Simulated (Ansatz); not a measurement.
## Computed properties of Y₂C

Y2C:
```
CELL_PARAMETERS angstrom
      3.54337     0.00000     0.00000
     -1.77169     3.06865     0.00000
      0.00000     0.00000     6.19418
ATOMIC_POSITIONS crystal
  C  0.00000 0.00000 0.00000
  Y  0.33333 0.66667 0.21642
  Y  0.66667 0.33333 0.78358
```

Space group P-3m1 (No. 164), anti-CdI2 type; conventional cell a = b = 3.543 Å, c = 6.194 Å, α = β = 90.00°, γ = 120.00°.

Method: DFT-PBEsol in the program Ansatz with PAW potentials. The cell and atoms are relaxed at this level. Other levels are named where they apply.

### Cell and energy

```yaml
volume_per_atom: 22.45 Å³
density: 4.68 g/cm³
Formation energy from the elements (no fitted shifts): -0.30 eV/atom
```

### Electronic structure

```yaml
electronic_character: metallic (no gap)
Density of states at the Fermi level: 1.1 states/eV per atom (mean over ±0.08 eV)
Gap with spin–orbit coupling: none (metallic)
```

### Mechanics

```yaml
Bulk modulus (Birch–Murnaghan fit): 55.0 GPa
Pressure derivative B′: 4.4
Elastic constants (relaxed ions, GPa): C11 = 139, C12 = 48.3, C13 = 14.4, C14 = -1.1, C33 = 99.7, C44 = -0.5
mechanical_stability: marginal (the smallest eigenvalue of C is near zero)
```

### Phonons

```yaml
highest_zone_centre_frequency: 402 cm⁻¹
zone_centre_stability: no imaginary mode at Γ
```

The cell is a constructed one: a structure type filled with these elements; neither database checked (COD, Materials Project) lists it. COD files the formula under space group No. 166. Its standing as an ambient phase is unchecked. The cell was relaxed with PBEsol under the symmetry of its start. The run is not spin-polarised. As this level gives no gap, shear constants depend on the k-mesh and smearing (Fermi–Dirac, 0.1 eV here). As this level gives no gap, phonon frequencies hold no LO–TO term and depend on the k-mesh and smearing (Fermi–Dirac, 0.1 eV here). The references are the lowest solids computed at this level, not always the standard phases. Spin–orbit coupling is left out wherever it is not named.

Potentials: the earlier of the program's two PAW sets. The files were generated under PBE; for other functionals the program regenerates the frozen cores, and for LDA and PBEsol the local potential too.
